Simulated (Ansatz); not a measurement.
Level of theory: DFT PBE, scalar-relativistic, plane waves, PAW (Ansatz 0.2.0). Settings: cutoff 420 eV, Γ-centred meshes spaced at most about 0.3 Å⁻¹, and about 0.25 Å⁻¹ or finer for metals (2π included), Gaussian smearing. No spin polarisation in the final relaxations.

All energies are static (0 K, no zero-point motion). All come from trial cells, and lower structures may exist.

Problem. Order these relaxed structures of B₃C by energy, lowest first, with the energy over the lowest of them.
1.

```
B C
1.0
    -1.84596    1.84596    1.84596
     1.84596   -1.84596    1.84596
     1.84596    1.84596   -1.84596
B C
3 1
Direct
  0.00000 0.50000 0.50000
  0.50000 0.00000 0.50000
  0.50000 0.50000 0.00000
  0.00000 0.00000 0.00000
```

2.

```
B C
1.0
     2.56799    0.00000    0.00000
    -1.28400    2.22395    0.00000
     0.00000    0.00000    4.71538
B C
3 1
Direct
  0.00000 0.00000 0.00000
  0.66667 0.33333 0.68090
  0.66667 0.33333 0.31910
  0.00000 0.00000 0.50000
```

Solution. 1 (0 meV/atom), 2 (33 meV/atom). Forms: 1 Im-3m; 2 P-6m2. Counting B atoms around C (those within 1.25 times the shortest such distance or 1.15 times the sum of covalent radii): cell 1 has C 6; cell 2 has C 6. Cell 1 holds B–B bonds in all directions (shortest 1.85 Å); cell 2 holds B–B pairs (shortest 1.71 Å). Even the lowest lies +1.40 eV/atom against the elements.

In Im-3m, P-6m2 an odd number of electrons in the primitive cell allows no gap without spin; a larger cell or a magnetic state could open one. Cells relaxed within their symmetry can be saddle points. Some candidate types were left out of the draw beforehand, so a known form may be missing.
